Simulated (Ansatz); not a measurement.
The calculation used Ansatz 0.2.0, DFT PBE, scalar-relativistic, plane waves, PAW. All cells share a 420 eV cutoff and Γ-centred k meshes spaced at most about 0.3 Å⁻¹ (about 0.25 or finer for metals, 2π included). No spin polarisation in the final relaxations.

All energies are static (0 K, no zero-point motion).

Two forms of Y2Si2F were relaxed alike.

1.

```yaml
crystal:
  lattice:
    - [3.65172, 0.00000, 0.00000]
    - [0.00000, 3.65172, 0.00000]
    - [0.00000, 0.00000, 7.84851]
  atoms:
    - { symbol: Y, position: [0.50000, 0.50000, 0.22788] }
    - { symbol: Y, position: [0.50000, 0.50000, 0.77212] }
    - { symbol: Si, position: [0.00000, 0.50000, 0.50000] }
    - { symbol: Si, position: [0.50000, 0.00000, 0.50000] }
    - { symbol: F, position: [0.00000, 0.00000, 0.00000] }
```

2.

```yaml
crystal:
  lattice:
    - [-1.78637, 1.78637, 7.97352]
    - [1.78637, -1.78637, 7.97352]
    - [1.78637, 1.78637, -7.97352]
  atoms:
    - { symbol: Y, position: [0.39027, 0.39027, 0.00000] }
    - { symbol: Y, position: [0.60973, 0.60973, 0.00000] }
    - { symbol: Si, position: [0.75000, 0.25000, 0.50000] }
    - { symbol: Si, position: [0.25000, 0.75000, 0.50000] }
    - { symbol: F, position: [0.00000, 0.00000, 0.00000] }
```

Problem. Which is lower in energy, and by how much?

Solution. Cell 1 is lower, by 42 meV/atom. Cell 1 has space group P4/mmm (No. 123), 20.9 Å³/atom and no gap on its mesh; cell 2 has space group I4/mmm (No. 139), 20.4 Å³/atom and no gap. Cell 2 holds Si–Si nets (shortest 2.53 Å); in cell 1 the shortest Si–Si distance is 2.58 Å, near bonding range too. In cell 1, Y has 4 Si at 2.81 Å, 4 F at 3.14 Å and 5 Y at 3.58–3.65 Å; Si is surrounded by 4 Si at 2.58 Å and 4 Y at 2.81 Å; F is surrounded by 8 Y at 3.14 Å and 4 F at 3.65 Å. In cell 2, Y has 4 Si at 2.86 Å, 4 F at 3.07 Å and 5 Y at 3.50–3.57 Å; around Si lie 4 Si at 2.53 Å and 4 Y at 2.86 Å; F is surrounded by 8 Y at 3.07 Å and 4 F at 3.57 Å. Both come from invented guesses. A third cell relaxed alike, in P6/mmm, lies 0.44 eV/atom below the lower of the two.

Cells relaxed within their symmetry can be saddle points.
